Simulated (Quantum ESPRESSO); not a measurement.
```
BeO
1.0
    2.69089     0.00000     0.00000
   -1.34545     2.33038     0.00000
    0.00000     0.00000     4.36921
Be O
2 2
Cartesian
  0.00000   1.55359   4.36861
  1.34545   0.77679   2.18400
  0.00000   1.55359   1.64998
  1.34545   0.77679   3.83458
```

Cell and atoms were relaxed with PBEsol from Materials Project entry mp-2542, within its symmetry.

Problem. What does norm-conserving PBEsol (Quantum ESPRESSO, 88 Ry, scalar-relativistic) give for the electronic structure near the Fermi level?

Solution. The PBEsol gap is direct, 7.59 eV at Γ.
